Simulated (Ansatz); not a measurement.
Values for one crystal, relaxed and computed with the program Ansatz at the PBEsol level (PAW); other levels are named.

- Volume per atom: 13.41 Å³
- Electronic character: metallic (no gap)
- Formation energy from the elements (no fitted shifts): -1.02 eV/atom
- Zone-centre stability: unstable, softest mode 239i cm⁻¹
- Elastic constants (relaxed ions, GPa): C11 = 415, C12 = 106, C44 = 72.5
- Gap with spin–orbit coupling: none (metallic)
- Young's modulus: 255 GPa

**Question.** Which of these materials gives this?
A. SiMo2N, P6_3/mmc (Si on 2d, Mo on 4f, N on 2a)
B. AlSiCN, P3m1 (Pearson symbol hP16)
C. LaNbN3, cubic perovskite
D. Hf2SiN, P6_3/mmc (Si on 2d, Hf on 4f, N on 2a)

**Answer.** C, LaNbN3, cubic perovskite

Space group Pm-3m (cubic perovskite). The start of the workflow was typed in or built on a structure type; neither database checked (COD, Materials Project) lists it. Its standing as an ambient phase is unchecked. Symmetry was held in the PBEsol relaxation. The workflow began spin-polarised and lost its moments. As this level gives no gap, shear constants depend on the k-mesh and smearing (Fermi–Dirac, 0.1 eV here). As this level gives no gap, phonon frequencies hold no LO–TO term and depend on the k-mesh and smearing (Fermi–Dirac, 0.1 eV here). The references are the lowest solids computed at this level, not always the standard phases (solids in place of the gases). Scalar-relativistic: spin–orbit coupling is off unless named, which matters more the heavier the elements.

Potentials: the earlier of the program's two PAW sets. The files were generated under PBE; for other functionals the program regenerates the frozen cores, and for LDA and PBEsol the local potential too.
